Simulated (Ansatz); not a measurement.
ZnCu₂SnSe₄ in space group I-4 (No. 82; Pearson symbol tI16) at seven volumes, plane-wave PAW PBEsol (Ansatz code), shape and atoms relaxed at each. One row is withheld.

| V (Å³/atom) | P (GPa) |
|---|---|
| 20.607 | 7.85 |
| 21.286 | 4.76 |
| 21.965 | 2.17 |
| 22.645 | 0.00 |
| 23.324 | -1.82 |
| 24.003 | ? |
| 24.683 | -4.63 |

### Question
Fit the shown pressures and predict the withheld one.

### Answer
P = (3/2)B₀(x^(7/2) − x^(5/2))[1 + (3/4)(B′ − 4)(x − 1)] with x = (V₀/V)^(2/3). Least squares on the six rows gives V₀ = 22.645 Å³/atom, B₀ = 66.2 GPa, B′ = 4.85. At V = 24.003, x = 0.9619 and P = -3.35 GPa. The run itself gave -3.35 GPa.

The cell was relaxed with PBEsol under the symmetry of its start. The run is not spin-polarised. Scalar-relativistic: spin–orbit coupling is off unless named, which matters more the heavier the elements.

Potentials: the later of the program's two PAW sets.
